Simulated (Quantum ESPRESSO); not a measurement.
# Ga3S2PSe: finding a planted mistake in a log

Simulated, not a measurement. The program is pw.x of Quantum ESPRESSO 7.5 (plane-wave density functional theory). The cell is made up: 7 atoms on a zincblende/diamond lattice with one site empty, with randomly drawn elements, strain and displacements, not relaxed. PseudoDojo standard norm-conserving files (v0.5 for PBE, v0.4.1 for LDA and PBEsol) set the functional; there is no spin polarisation, spin-orbit coupling or dispersion term, and the masses in the input are unused placeholders.

Intended input:

```
&control calculation='scf', pseudo_dir='./dojo.nc.sr.pbe.v0_5.standard.upf', outdir='./o', disk_io='low', tprnfor=.true., tstress=.true. /
&system ibrav=0, nat=7, ntyp=4, nbnd=42, ecutwfc=85.99341389, nosym=.true., tot_charge=0,
 occupations='smearing', smearing='fd', degauss=0.0018374661
/
&electrons conv_thr=7.350e-09, electron_maxstep=60, /
ATOMIC_SPECIES
Ga 1.0 Ga.upf
P 1.0 P.upf
S 1.0 S.upf
Se 1.0 Se.upf
CELL_PARAMETERS angstrom
5.4977 0.0 0.0
0.0 5.4977 0.0
0.0 0.0 5.4977
ATOMIC_POSITIONS angstrom
Ga -0.1555 -0.0825 0.0635
Ga 2.7231 -0.0191 2.9265
Ga 2.7011 2.706 0.0647
S 1.261 1.3878 1.5045
S 1.0739 4.2395 4.1413
P 3.9109 1.352 4.0136
Se 4.0776 4.0325 1.4758
K_POINTS automatic
4 4 4 1 1 1
```

The log is shortened where brackets say so; the opening notice, blank lines, dates and the lines on written files are dropped, and the path of the files is cut. It prints rydbergs, bohrs and kilobars, and counts compression as positive stress. Where no state is partly filled, the Fermi energy that it prints is only some level between the filled and the empty states on the mesh, and need not lie in the true gap.

Log of the intended run:

```
     Program PWSCF v.7.5
     Parallel version (MPI & OpenMP), running on       4 processor cores
     Number of MPI processes:                 4
     Threads/MPI process:                     1
     [start-up lines left out]
     bravais-lattice index     =            0
     lattice parameter (alat)  =      10.3891  a.u.
     unit-cell volume          =    1121.3462 (a.u.)^3
     number of atoms/cell      =            7
     number of atomic types    =            4
     number of electrons       =        72.00
     number of Kohn-Sham states=           42
     kinetic-energy cutoff     =      85.9934  Ry
     charge density cutoff     =     343.9737  Ry
     scf convergence threshold =      7.3E-09
     mixing beta               =       0.7000
     number of iterations used =            8  plain     mixing
     Exchange-correlation= PBE
                           (   1   4   3   4   0   0   0)
     [axes and pseudopotential details left out]
   Cartesian axes
     site n.     atom                  positions (alat units)
         1        Ga     tau(   1) = (  -0.0282846  -0.0150063   0.0115503  )
         2        Ga     tau(   2) = (   0.4953162  -0.0034742   0.5323135  )
         3        Ga     tau(   3) = (   0.4913145   0.4922058   0.0117686  )
         4        S      tau(   4) = (   0.2293686   0.2524328   0.2736599  )
         5        S      tau(   5) = (   0.1953362   0.7711407   0.7532786  )
         6        P      tau(   6) = (   0.7113702   0.2459210   0.7300507  )
         7        Se     tau(   7) = (   0.7416920   0.7334885   0.2684395  )
     number of k points=    32  Fermi-Dirac smearing, width (Ry)=  0.0018
                       cart. coord. in units 2pi/alat
        k(    1) = (   0.1250000   0.1250000   0.1250000), wk =   0.0625000
        k(    2) = (   0.1250000   0.1250000   0.3750000), wk =   0.0625000
     [further k points left out]
     Dense  grid:   120713 G-vectors     FFT dimensions: (  64,  64,  64)
     Estimated max dynamical RAM per process >     240.44 MB
     Estimated total dynamical RAM >     873.33 MB
     Initial potential from superposition of free atoms
     starting charge      71.9917, renormalised to      72.0000
     Starting wfcs are   48 randomized atomic wfcs
     total cpu time spent up to now is        4.0 secs
     per-process dynamical memory:   167.6 Mb
     Self-consistent Calculation
     iteration #  1     ecut=    85.99 Ry     beta= 0.70
     Davidson diagonalization with overlap
     ethr =  1.00E-02,  avg # of iterations =  4.0
     Threshold (ethr) on eigenvalues was too large:
     Diagonalizing with lowered threshold
     Davidson diagonalization with overlap
     ethr =  5.05E-04,  avg # of iterations =  2.0
     total cpu time spent up to now is       16.7 secs
     total energy              =    -759.23402348 Ry
     estimated scf accuracy    <       0.35308275 Ry
     iteration #  2     ecut=    85.99 Ry     beta= 0.70
     Davidson diagonalization with overlap
     ethr =  4.90E-04,  avg # of iterations =  3.5
     total cpu time spent up to now is       23.7 secs
     total energy              =    -759.30754852 Ry
     estimated scf accuracy    <       0.26282347 Ry
     [iterations 3 to 8 left out]
     iteration #  9     ecut=    85.99 Ry     beta= 0.70
     Davidson diagonalization with overlap
     ethr =  3.94E-10,  avg # of iterations =  2.2
     total cpu time spent up to now is       70.2 secs
     total energy              =    -759.36967468 Ry
     estimated scf accuracy    <       0.00000006 Ry
     iteration # 10     ecut=    85.99 Ry     beta= 0.70
     Davidson diagonalization with overlap
     ethr =  8.24E-11,  avg # of iterations =  2.0
     total cpu time spent up to now is       76.6 secs
     End of self-consistent calculation
     [lines on levels left out]
     the Fermi energy is     6.7449 ev
!    total energy              =    -759.36967470 Ry
     estimated scf accuracy    <          5.9E-09 Ry
     smearing contrib. (-TS)   =      -0.00000000 Ry
     internal energy E=F+TS    =    -759.36967470 Ry
     The total energy is F=E-TS. E is the sum of the following terms:
     one-electron contribution =    -450.58411515 Ry
     hartree contribution      =     266.73575102 Ry
     xc contribution           =    -190.64003663 Ry
     ewald contribution        =    -384.88127393 Ry
     convergence has been achieved in  10 iterations
     Forces acting on atoms (cartesian axes, Ry/au):
     atom    1 type  1   force =    -0.00148372    0.09218288   -0.02558464
     atom    2 type  1   force =    -0.08765675   -0.02612172   -0.03993889
     atom    3 type  1   force =    -0.04439195   -0.03812427   -0.03838136
     atom    4 type  3   force =    -0.00601987   -0.01203558   -0.00949599
     atom    5 type  3   force =     0.03942644   -0.05879592   -0.00667375
     atom    6 type  2   force =     0.09721061    0.07261062    0.07611324
     atom    7 type  4   force =     0.00291524   -0.02971600    0.04396139
     Total force =     0.229520     Total SCF correction =     0.000296
     Computing stress (Cartesian axis) and pressure
          total   stress  (Ry/bohr**3)                   (kbar)     P=        3.73
   0.00001896   0.00023468  -0.00007443            2.79       34.52      -10.95
   0.00023468   0.00007665   0.00019342           34.52       11.28       28.45
  -0.00007443   0.00019342  -0.00001960          -10.95       28.45       -2.88
     init_run     :      3.58s CPU      3.74s WALL (       1 calls)
     electrons    :     72.08s CPU     72.70s WALL (       1 calls)
     forces       :      0.98s CPU      0.99s WALL (       1 calls)
     stress       :      3.14s CPU      3.14s WALL (       1 calls)
     [timing details left out]
     PWSCF        :   1m20.04s CPU   1m20.86s WALL
     JOB DONE.
```

A second run was made from an input with one planted mistake. Its log:

```
     Program PWSCF v.7.5
     Parallel version (MPI & OpenMP), running on       4 processor cores
     Number of MPI processes:                 4
     Threads/MPI process:                     1
     [start-up lines left out]
     bravais-lattice index     =            0
     lattice parameter (alat)  =      10.3891  a.u.
     unit-cell volume          =    1121.3462 (a.u.)^3
     number of atoms/cell      =            7
     number of atomic types    =            4
     number of electrons       =        72.00
     number of Kohn-Sham states=           42
     kinetic-energy cutoff     =      85.9934  Ry
     charge density cutoff     =     343.9737  Ry
     scf convergence threshold =      7.3E-09
     mixing beta               =       0.7000
     number of iterations used =            8  plain     mixing
     Exchange-correlation= PBESOL
                           (   1   4  10   8   0   0   0)
     [axes and pseudopotential details left out]
   Cartesian axes
     site n.     atom                  positions (alat units)
         1        Ga     tau(   1) = (  -0.0282846  -0.0150063   0.0115503  )
         2        Ga     tau(   2) = (   0.4953162  -0.0034742   0.5323135  )
         3        Ga     tau(   3) = (   0.4913145   0.4922058   0.0117686  )
         4        S      tau(   4) = (   0.2293686   0.2524328   0.2736599  )
         5        S      tau(   5) = (   0.1953362   0.7711407   0.7532786  )
         6        P      tau(   6) = (   0.7113702   0.2459210   0.7300507  )
         7        Se     tau(   7) = (   0.7416920   0.7334885   0.2684395  )
     number of k points=    32  Fermi-Dirac smearing, width (Ry)=  0.0018
                       cart. coord. in units 2pi/alat
        k(    1) = (   0.1250000   0.1250000   0.1250000), wk =   0.0625000
        k(    2) = (   0.1250000   0.1250000   0.3750000), wk =   0.0625000
     [further k points left out]
     Dense  grid:   120713 G-vectors     FFT dimensions: (  64,  64,  64)
     Estimated max dynamical RAM per process >     240.44 MB
     Estimated total dynamical RAM >     873.33 MB
     Initial potential from superposition of free atoms
     starting charge      71.9924, renormalised to      72.0000
     Starting wfcs are   48 randomized atomic wfcs
     total cpu time spent up to now is        3.9 secs
     per-process dynamical memory:   176.3 Mb
     Self-consistent Calculation
     iteration #  1     ecut=    85.99 Ry     beta= 0.70
     Davidson diagonalization with overlap
     ethr =  1.00E-02,  avg # of iterations =  4.0
     Threshold (ethr) on eigenvalues was too large:
     Diagonalizing with lowered threshold
     Davidson diagonalization with overlap
     ethr =  4.61E-04,  avg # of iterations =  2.0
     total cpu time spent up to now is       17.1 secs
     total energy              =    -758.29589004 Ry
     estimated scf accuracy    <       0.32239270 Ry
     iteration #  2     ecut=    85.99 Ry     beta= 0.70
     Davidson diagonalization with overlap
     ethr =  4.48E-04,  avg # of iterations =  3.7
     total cpu time spent up to now is       24.2 secs
     total energy              =    -758.35988536 Ry
     estimated scf accuracy    <       0.25182875 Ry
     [iterations 3 to 8 left out]
     iteration #  9     ecut=    85.99 Ry     beta= 0.70
     Davidson diagonalization with overlap
     ethr =  3.55E-10,  avg # of iterations =  2.2
     total cpu time spent up to now is       78.9 secs
     total energy              =    -758.41970408 Ry
     estimated scf accuracy    <       0.00000006 Ry
     iteration # 10     ecut=    85.99 Ry     beta= 0.70
     Davidson diagonalization with overlap
     ethr =  8.12E-11,  avg # of iterations =  2.0
     total cpu time spent up to now is       85.4 secs
     End of self-consistent calculation
     [lines on levels left out]
     the Fermi energy is     6.5646 ev
!    total energy              =    -758.41970409 Ry
     estimated scf accuracy    <          5.1E-09 Ry
     smearing contrib. (-TS)   =      -0.00000000 Ry
     internal energy E=F+TS    =    -758.41970409 Ry
     The total energy is F=E-TS. E is the sum of the following terms:
     one-electron contribution =    -451.31629043 Ry
     hartree contribution      =     266.48035287 Ry
     xc contribution           =    -188.70249260 Ry
     ewald contribution        =    -384.88127393 Ry
     convergence has been achieved in  10 iterations
     Forces acting on atoms (cartesian axes, Ry/au):
     atom    1 type  1   force =    -0.00091834    0.08827379   -0.02515756
     atom    2 type  1   force =    -0.08549241   -0.02473232   -0.03894077
     atom    3 type  1   force =    -0.04286121   -0.03715838   -0.03630061
     atom    4 type  3   force =    -0.00363111   -0.01369615   -0.01068533
     atom    5 type  3   force =     0.03927248   -0.05442192   -0.00411294
     atom    6 type  2   force =     0.09262212    0.06856865    0.07488778
     atom    7 type  4   force =     0.00100847   -0.02683367    0.04030943
     Total force =     0.220157     Total SCF correction =     0.000246
     Computing stress (Cartesian axis) and pressure
          total   stress  (Ry/bohr**3)                   (kbar)     P=      -22.52
  -0.00015871   0.00022411  -0.00006857          -23.35       32.97      -10.09
   0.00022411  -0.00010051   0.00018375           32.97      -14.78       27.03
  -0.00006857   0.00018375  -0.00020001          -10.09       27.03      -29.42
     init_run     :      3.71s CPU      3.85s WALL (       1 calls)
     electrons    :     80.82s CPU     81.43s WALL (       1 calls)
     forces       :      1.00s CPU      1.02s WALL (       1 calls)
     stress       :      3.34s CPU      3.35s WALL (       1 calls)
     [timing details left out]
     PWSCF        :   1m29.01s CPU   1m29.85s WALL
     JOB DONE.
```

Question: what was wrong in the second input?

Answer: the files are those of another functional. The input lines that differ, file-writing options aside:

```
- &control calculation='scf', pseudo_dir='./dojo.nc.sr.pbe.v0_5.standard.upf', outdir='./o', disk_io='low', tprnfor=.true., tstress=.true. /
+ &control calculation='scf', pseudo_dir='./dojo.nc.sr.pbesol.v0_4_1.standard.upf', outdir='./o', disk_io='low', tprnfor=.true., tstress=.true. /
```

|  | intended run | run with the mistake |
| --- | --- | --- |
| free energy (eV) | -10331.751 | -10318.826 |
| smearing term -TS (eV) | 0.0000 | 0.0000 |
| pressure (GPa) | 0.37 | -2.25 |
| largest force component (eV/Å) | 2.499 | 2.381 |
| largest change of a force component (eV/Å) |  | 0.118 |
| iterations | 10 | 10 |

For scale, a rerun of the intended cell at 1467 eV and a 6 x 6 x 6 mesh moved values by no more than 0.004 eV in energy, 0.02 GPa in stress and 0.002 eV/Å in force. Files of another functional have another zero of energy, so the energy change says nothing on stability.